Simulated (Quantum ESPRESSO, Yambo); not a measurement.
**Levels of theory for the gap of WO3**

WO₃ (ReO3 type, space group Pm-3m, No. 221): one geometry, one set of PBEsol (Quantum ESPRESSO, PseudoDojo norm-conserving, 84 Ry, with spin-orbit coupling) orbitals, self-energies from Yambo (4×4×4 Γ-centred k mesh, bands 5 to 214 and a 8 Ry block in the screening, 214 bands in G with the Bruneval-Gonze terminator, plasmon pole fitted at 27.2 eV).

Cell and atoms were relaxed with PBEsol from Materials Project entry mp-19390, within its symmetry.

```csv
level,gap R → Γ (eV),direct gap at Γ (eV),rough Yambo cost
PBEsol (Quantum ESPRESSO),0.42,1.41,–
exchange only (Hartree-Fock self-energy on PBEsol orbitals),10.32,11.09,about 1/30 (11 states)
static COHSEX@PBEsol,1.76,2.91,within a factor of two (3 states)
"G0W0@PBEsol, plasmon pole",1.33,2.41,1 (11 states)
```

Bare exchange has no screening and gives the widest gap; static COHSEX screens it but leaves out the frequency dependence, which G0W0 restores.

Costs are rough ratios of core time on shared machines.

Nearest settings tried, and what they do to the gap: 86 bands in W, 86 bands in G: +128 meV; 7 Ry block (147 vectors against 171): -7 meV. Not varied: mesh. So the settings aren't converged at that level.

The cell is held in this high symmetry; tilts and polar distortions were not searched.

The structure is a Materials Project entry; no match was found in the copy of COD used, and its stability was not checked.
